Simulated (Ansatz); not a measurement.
CoPdO₂ in space group R-3m (No. 166; Pd on 3a, Co on 3b, O on 6c) at seven volumes, the program Ansatz at the r²SCAN level (PAW), shape and atoms relaxed at each. One row is withheld.

```
V (Å³/atom)  P (GPa)
-----------  -------
9.310          25.97
9.617              ?
9.924           7.24
10.231          0.00
10.538         -6.13
10.845        -11.30
11.152        -15.67
```

### Question
Fit the shown pressures and predict the withheld one.

### Answer
P = (3/2)B₀(x^(7/2) − x^(5/2))[1 + (3/4)(B′ − 4)(x − 1)] with x = (V₀/V)^(2/3). Least squares on the six rows gives V₀ = 10.231 Å³/atom, B₀ = 222 GPa, B′ = 4.60. At V = 9.617, x = 1.0421 and P = 15.85 GPa. The run itself gave 15.82 GPa.

Symmetry was held in the r²SCAN relaxation. The workflow began spin-polarised and lost its moments. No Hubbard U is applied.

Potentials: the later of the program's two PAW sets.
